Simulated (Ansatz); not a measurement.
Method: DFT PBE, scalar-relativistic, plane waves, PAW (Ansatz). All cells share a 420 eV cutoff and Γ-centred k meshes spaced at most about 0.3 Å⁻¹ (about 0.25 or finer for metals, 2π included). Collinear spin in cells that started with moments and kept them past the coarse steps, no spin elsewhere.

These are static total energies at zero pressure.

Compare these two cells of CuNi2, each relaxed at this level.

A. (site moments Ni -0.7, -0.5 (×2), -0.2 μB)

```yaml
crystal:
  lattice:
    - [2.49959, 0.00000, 0.00000]
    - [-1.24980, 2.16471, 0.00000]
    - [0.00000, 0.00000, 12.43269]
  atoms:
    - { symbol: Cu, position: [0.33333, 0.66667, 0.16789] }
    - { symbol: Cu, position: [0.33333, 0.66667, 0.83211] }
    - { symbol: Ni, position: [0.33333, 0.66667, 0.50000] }
    - { symbol: Ni, position: [0.66667, 0.33333, 0.33701] }
    - { symbol: Ni, position: [0.66667, 0.33333, 0.66299] }
    - { symbol: Ni, position: [0.66667, 0.33333, 0.00000] }
```

B. (site moments Ni 0.5 (×4) μB)

```yaml
crystal:
  lattice:
    - [2.49978, 0.00000, 0.00000]
    - [-1.24989, 2.16488, 0.00000]
    - [0.00000, 0.00000, 12.44120]
  atoms:
    - { symbol: Cu, position: [0.33333, 0.66667, 0.25000] }
    - { symbol: Cu, position: [0.66667, 0.33333, 0.75000] }
    - { symbol: Ni, position: [0.33333, 0.66667, 0.91883] }
    - { symbol: Ni, position: [0.33333, 0.66667, 0.58117] }
    - { symbol: Ni, position: [0.66667, 0.33333, 0.08117] }
    - { symbol: Ni, position: [0.66667, 0.33333, 0.41883] }
```

Question: Which arrangement of the elements on these sites is preferred, and by what margin?

Answer: They are level within the accuracy (5 meV/atom apart, with A the lower in these runs). The two share one framework of sites and differ in which element sits where. A has Cu and Ni ordered on hcp sites, space group P-6m2 (No. 187), 11.2 Å³/atom and no gap on its mesh; B has Cu and Ni ordered on hcp sites, space group P6_3/mmc (No. 194), 11.2 Å³/atom and no gap. Counting all near atoms (those within 1.25 times the shortest distance at each site), A and B both have Cu 12, Ni 12. Even the lower one lies +0.03 eV/atom against the reference forms of the elements (uncorrected), so neither is stable at this level. Both come from invented guesses.

For metals, differences of a few meV/atom aren't resolved. The magnetic state reached may not be the lowest. Cells relaxed within their symmetry can be saddle points.
